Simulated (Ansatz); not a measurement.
InAs (rock salt, Fm-3m) at seven volumes, DFT-r²SCAN in the program Ansatz with PAW potentials, scaled uniformly. One row is withheld.

| V (Å³/atom) | P (GPa) |
|---|---|
| 20.859 | 8.53 |
| 21.547 | 5.16 |
| 22.235 | ? |
| 22.922 | 0.00 |
| 23.610 | -1.94 |
| 24.298 | -3.58 |
| 24.985 | -4.97 |

### Question
Fit the shown pressures and predict the withheld one.

### Answer
P = (3/2)B₀(x^(7/2) − x^(5/2))[1 + (3/4)(B′ − 4)(x − 1)] with x = (V₀/V)^(2/3). Least squares on the six rows gives V₀ = 22.926 Å³/atom, B₀ = 71.3 GPa, B′ = 4.96. At V = 22.235, x = 1.0206 and P = 2.35 GPa. The run itself gave 2.35 GPa.

A made-up cell: these elements were put on the sites of a structure type; the Crystallography Open Database copy checked does not list it. It is not the phase usual at ambient conditions (space group No. 216). The r²SCAN relaxation kept the symmetry of its start; whether a distortion lowers the energy is not shown.

Potentials: the later of the program's two PAW sets.
